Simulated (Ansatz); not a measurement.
Relaxed-ion elastic tensor of TeW (CsCl type, space group No. 221) in GPa (Voigt order), plane-wave PAW r²SCAN (Ansatz code); density 14.15 g/cm³, 18.27 Å³ per atom.

|  | 1 | 2 | 3 | 4 | 5 | 6 |
|---|---|---|---|---|---|---|
| 1 | 359 | 100 | 100 | 0.0 | 0.0 | 0.0 |
| 2 | 100 | 359 | 100 | 0.0 | 0.0 | 0.0 |
| 3 | 100 | 100 | 359 | 0.0 | 0.0 | 0.0 |
| 4 | 0.0 | 0.0 | 0.0 | 118 | 0.0 | 0.0 |
| 5 | 0.0 | 0.0 | 0.0 | 0.0 | 118 | 0.0 |
| 6 | 0.0 | 0.0 | 0.0 | 0.0 | 0.0 | 118 |

Problem. Is the crystal mechanically stable?

Solution. Yes: the smallest eigenvalue of C is 118 GPa.

Problem. Work out the Voigt, Reuss and Hill averages.

Solution. K_V = 187, K_R = 187, K_H = 187; G_V = 122, G_R = 122, G_H = 122 GPa.

Problem. Give Young's modulus, Poisson's ratio, Pugh's ratio and the universal anisotropy index.

Solution. E = 9KG/(3K + G) = 301 GPa; ν = 0.23; K/G = 1.53 (brittle by the Pugh limit of 1.75); A_U = 5G_V/G_R + K_V/K_R − 6 = 0.01.

Problem. Estimate the sound speeds and the Debye temperature.

Solution. v_l = √((K + 4G/3)/ρ) = 4970 m/s, v_t = √(G/ρ) = 2940 m/s, mean 3260 m/s; Θ = (h/k)(3n/4πV)^(1/3) v_m = 368 K.

Problem. Give the Zener ratio and Young's modulus along [100], [110] and [111].

Solution. A = 2C44/(C11 − C12) = 0.91; 1/E = S11 − 2(S11 − S12 − S44/2)Γ with Γ = 0, 1/4, 1/3 gives 316, 297, 292 GPa.

Problem. Solve the Christoffel equation for the three sound speeds along [100], [110], [111].

Solution. Eigenvalues of C_ijkl n_j n_l equal ρv². In km/s, slowest first: [100] 2.88, 2.88, 5.04; [110] 2.88, 3.03, 4.96; [111] 2.98, 2.98, 4.93.

Space group Pm-3m (CsCl type). A made-up cell: these elements were put on the sites of a structure type; neither database checked (COD, Materials Project) lists it. Whether it is the stable phase at ambient conditions was not checked. The r²SCAN relaxation kept the symmetry of its start; whether a distortion lowers the energy is not shown. The run is not spin-polarised. As this level gives no gap, shear constants depend on the k-mesh and smearing (Fermi–Dirac, 0.1 eV here). Spin–orbit coupling is left out wherever it is not named.

Potentials: the earlier of the program's two PAW sets.
